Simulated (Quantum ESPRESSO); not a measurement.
# Ti4O6NF: convergence and cost over cutoff and k mesh

Simulated, not a measurement. The program is pw.x of Quantum ESPRESSO 7.5 (plane-wave density functional theory). The cell is made up: 12 atoms on a rutile lattice, with randomly drawn elements, strain and displacements, not relaxed. PseudoDojo standard norm-conserving files (v0.5 for PBE, v0.4.1 for LDA and PBEsol) set the functional; there is no spin polarisation, spin-orbit coupling or dispersion term, and the masses in the input are unused placeholders.

Input of the run in row 2:

```
&control calculation='scf', pseudo_dir='./dojo.nc.sr.pbe.v0_5.standard.upf', outdir='./o', disk_io='medium', tprnfor=.true., tstress=.true. /
&system ibrav=0, nat=12, ntyp=4, nbnd=54, ecutwfc=84.00895049, nosym=.true., tot_charge=0,
 occupations='smearing', smearing='fd', degauss=0.0018374661
/
&electrons conv_thr=7.350e-09, electron_maxstep=60, /
ATOMIC_SPECIES
F 1.0 F.upf
N 1.0 N.upf
O 1.0 O.upf
Ti 1.0 Ti.upf
CELL_PARAMETERS angstrom
4.5829 0.0008 0.0254
0.0008 4.5953 0.0054
0.0324 0.0069 5.8647
ATOMIC_POSITIONS angstrom
Ti 0.0448 -0.0622 -0.0652
Ti 2.3418 2.2875 1.5649
Ti 0.0426 0.0029 2.8115
Ti 2.3095 2.2708 4.3963
O 1.3726 1.4125 -0.036
O 3.2053 3.1977 0.0476
O 3.6961 0.8857 1.5249
O 0.9997 3.6642 1.5087
N 1.4067 1.4478 2.9317
F 3.3501 3.1918 3.0244
O 3.6991 0.9138 4.4105
O 0.9168 3.6161 4.3807
K_POINTS automatic
5 5 4 1 1 1
```

The same cell was run at these settings. Meshes are shifted by half a step, and differences are from the last row, which is itself not exact.

| cutoff (eV) | k mesh | k points solved | threshold (eV) | free energy less the last row's (eV) | pressure (GPa) | largest stress difference (GPa) | largest force difference (eV/Å) | iterations | wall time (s) | k-point pools | processor |
| --- | --- | --- | --- | --- | --- | --- | --- | --- | --- | --- | --- |
| 800 | 2 x 2 x 2 | 4 | 1e-04 | 1.560 | -3.42 | 15.34 | 0.107 | 14 | 45 | 1 | AMD EPYC, Zen 5 class |
| 1143 | 5 x 5 x 4 | 50 | 1e-07 | 0.003 | 11.72 | 0.04 | 0.001 | 18 | 749 | 1 | AMD EPYC, Zen 5 class |
| 1437 | 7 x 7 x 6 | 147 | 1e-07 | 0.000 | 11.76 | 0.00 | 0.000 | 18 | 3162 | 1 | AMD EPYC, Zen 5 class |

Each pool is one process. Wall times include start-up and a band step at six k points, which weighs most on the coarsest meshes. The runs were on shared virtual cores whose load varied, so times are rough.